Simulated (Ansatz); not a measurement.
Hf₂Ga (I4/mcm): electronic heat capacity and spin susceptibility from the density of states

The calculation used Ansatz, DFT PBEsol, scalar-relativistic, plane waves, PAW.

Settings: cutoff 420 eV, Γ-centred mesh 8×8×8 on the computed 6-atom cell, Gaussian smearing of 0.10 eV; no spin polarisation.

Relaxed cell: I4/mcm, a = 6.612 Å, b = 6.612 Å, c = 5.246 Å, α = 90.00°, β = 90.00°, γ = 90.00°, 6 atoms in the primitive cell. Whether it is the stable form of this composition wasn't checked.

The density of states at the Fermi level is 5.005 states/eV in the cell of 6 atoms (2 formula units; both spins, tetrahedra on a 12×12×12 mesh). Averaged over bins of 0.1 eV the density runs from 4.3 to 8.0 states/eV within 0.2 eV of the Fermi level, so the figure hangs on the exact place of that level.

Question: What Sommerfeld coefficient and Pauli susceptibility does this give?

Answer: Per formula unit N(E_F) = 2.503 states/eV. γ = (π²/3) k_B² N(E_F) N_A = 2.357 mJ/(mol K²) per state/eV, so γ = 5.9 mJ/(mol K²), a mole of formula units. χ_P = μ_B² N(E_F) N_A = 3.23×10⁻⁵ emu/mol per state/eV gives 8.1×10⁻⁵ emu/mol. This is the bare band result: a measured γ of the same phase is as a rule larger by a factor 1 + λ from phonons and spin fluctuations, the spin part of χ is larger by the Stoner factor, and a measured χ also holds orbital and core terms. N(E_F) at one energy is sensitive to the mesh where the density of states has sharp peaks.

Spin-orbit coupling is left out, which matters for the bands of heavy elements.